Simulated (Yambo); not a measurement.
G0W0@LDA for AgI (wurtzite, space group P6_3mc, No. 186) in Yambo. Reference settings: 3×3×2 Γ-centred k mesh, bands 9 to 204 and a 7 Ry block in the screening, 204 bands in G with the Bruneval-Gonze terminator, plasmon pole fitted at 27.2 eV. The LDA gap Γ → Γ on this mesh is 1.09 eV; G0W0 gaps are taken between the same points.

The settings were changed. The gap went from 2.35 eV to 2.58 eV, and the shift of the valence edge from -0.72 eV to -0.38 eV.

Q: Which change was made?
(A) 52 bands in W, 52 bands in G, 2 Ry block
(B) 78 bands in W, 78 bands in G, 2 Ry block
(C) 3×3×1 mesh
(D) 52 bands in W, 52 bands in G, 4 Ry block

A: D, 52 bands in W, 52 bands in G, 4 Ry block. The others gave (gap, valence shift): 3×3×1 mesh: 2.23, -0.64 eV; 52 bands in W, 52 bands in G, 2 Ry block: 2.66, -0.48 eV; 78 bands in W, 78 bands in G, 2 Ry block: 2.50, -0.52 eV.

Spin-orbit coupling is not included.

Geometry relaxed with LDA; primitive cell a = 4.4822 Å, b = 4.4822 Å, c = 7.3340 Å, α = 90.00°, β = 90.00°, γ = 120.00°.

A shift is the quasiparticle energy of the state minus its LDA energy.
